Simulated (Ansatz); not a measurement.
GaFe (P-6m2); spiral at 0.5 of the way from Γ to M.

```
CELL_PARAMETERS angstrom
2.74813 0.00000 0.00000
-1.37407 2.37995 0.00000
0.00000 0.00000 4.03078
ATOMIC_POSITIONS crystal
Ga 0.00000 0.00000 0.50000
Fe 0.66667 0.33333 0.00000
```

The geometry is a structure from the Materials Project, held fixed and not relaxed.

Functional, mesh and filling: PBEsol, 12×12×7 k mesh, Fermi–Dirac smearing of 0.03 eV, spiral q = (0.2500, 0.0000, 0.0000), mesh shifted by (0.5, 0.0, 0.0) steps. PAW means Ansatz 0.2.0 on its default frozen-core files. Site moments are integrated in spheres about the atoms. Start moments (μB): Fe2 2.2.

Iteration by iteration:

```json
{"iteration": "1", "Harris–Foulkes energy less the last (meV)": "-394.533", "density residual (eV)": "2.0e+00", "∫|m| (μB)": "1.9495"}
{"iteration": "2", "Harris–Foulkes energy less the last (meV)": "-298.085", "density residual (eV)": "2.5e+00", "∫|m| (μB)": "2.1281"}
{"iteration": "3", "Harris–Foulkes energy less the last (meV)": "-20.592", "density residual (eV)": "1.1e-01", "∫|m| (μB)": "2.1454"}
{"iteration": "4", "Harris–Foulkes energy less the last (meV)": "10.915", "density residual (eV)": "8.1e-03", "∫|m| (μB)": "2.1922"}
{"iteration": "5", "Harris–Foulkes energy less the last (meV)": "11.571", "density residual (eV)": "2.0e-03", "∫|m| (μB)": "2.2169"}
{"iteration": "6", "Harris–Foulkes energy less the last (meV)": "8.026", "density residual (eV)": "2.2e-04", "∫|m| (μB)": "2.2273"}
{"iteration": "7", "Harris–Foulkes energy less the last (meV)": "4.914", "density residual (eV)": "3.0e-05", "∫|m| (μB)": "2.2369"}
{"iteration": "8", "Harris–Foulkes energy less the last (meV)": "2.721", "density residual (eV)": "2.1e-05", "∫|m| (μB)": "2.2440"}
{"iteration": "9", "Harris–Foulkes energy less the last (meV)": "0.043", "density residual (eV)": "5.6e-04", "∫|m| (μB)": "2.2722"}
{"iteration": "10", "Harris–Foulkes energy less the last (meV)": "-1.035", "density residual (eV)": "8.1e-03", "∫|m| (μB)": "2.2727"}
{"iteration": "11", "Harris–Foulkes energy less the last (meV)": "-0.006", "density residual (eV)": "3.9e-05", "∫|m| (μB)": "2.2864"}
{"iteration": "12", "Harris–Foulkes energy less the last (meV)": "0.001", "density residual (eV)": "4.0e-07", "∫|m| (μB)": "2.2872"}
{"iteration": "13", "Harris–Foulkes energy less the last (meV)": "0.000", "density residual (eV)": "5.3e-08", "∫|m| (μB)": "2.2871"}
{"iteration": "14", "Harris–Foulkes energy less the last (meV)": "0.000", "density residual (eV)": "7.3e-08", "∫|m| (μB)": "2.2871"}
{"iteration": "15", "Harris–Foulkes energy less the last (meV)": "0.000", "density residual (eV)": "3.5e-10", "∫|m| (μB)": "2.2872"}
```

Site moments (μB): Ga1 -0.04, Fe2 2.11. Cell moment 1.96 μB in the turning frame.

The PAW files were made with PBE; the program remakes their cores once for the run's functional and then keeps them frozen. The Ansatz runs typed with the search for lower states off end where their start leads. None of this fixes the real material's magnetic order: only patterns that fit the cell were computed, without spin fluctuations and on one mesh and smearing, with a functional that can overstate moments.
